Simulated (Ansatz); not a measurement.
Si in space group C2/m (No. 12; Si on 4i, Si on 4i, Si on 4i, Si on 4i), plane-wave PAW r²SCAN (Ansatz code). The conduction-band minimum lies on the Γ–M2 line, 96 % of the way from Γ, with 2 equivalent valleys. Second derivatives d²E/dk² of the lowest band at one valley (eV·Å²), along Cartesian directions:

| direction | d²E/dk² |
|---|---|
| [100] | 14.39 |
| [010] | 53.03 |
| [001] | 10.78 |
| [110] | 33.73 |
| [101] | 24.31 |
| [011] | 31.94 |

Question: Find the principal effective masses, the density-of-states mass and the conductivity mass.

Answer: Off-diagonal terms follow from H_xy = H[110] − (H_xx + H_yy)/2, and m*/mₑ = 7.620 eV·Å² over each eigenvalue: 0.14, 0.31, 11. One valley's DOS mass (m₁m₂m₃)^(1/3) = 0.78, conductivity mass 3/(Σ 1/mᵢ) = 0.29 mₑ.

Question: What effective density of states Nc follows at 300 K for parabolic valleys?

Answer: Nc = 2.509e19 × 2 × (0.78)^(3/2) ≈ 3.5e19 cm⁻³.

Question: With the computed static dielectric constant 12.0 (mean of the diagonal), estimate a hydrogenic donor's binding energy and radius.

Answer: E = 13.606 eV × 0.29/12.0² ≈ 27 meV; a = 0.529 Å × ε/m* ≈ 22 Å. Semilocal masses tend to be too small where the gap is.

The workflow started from a Materials Project entry (that database holds measured and hypothetical structures alike); the Crystallography Open Database copy checked does not list it. It is not the phase usual at ambient conditions (space group No. 227). Symmetry was held in the r²SCAN relaxation; of distortions, only those at the zone centre were tested.

Potentials: the later of the program's two PAW sets.
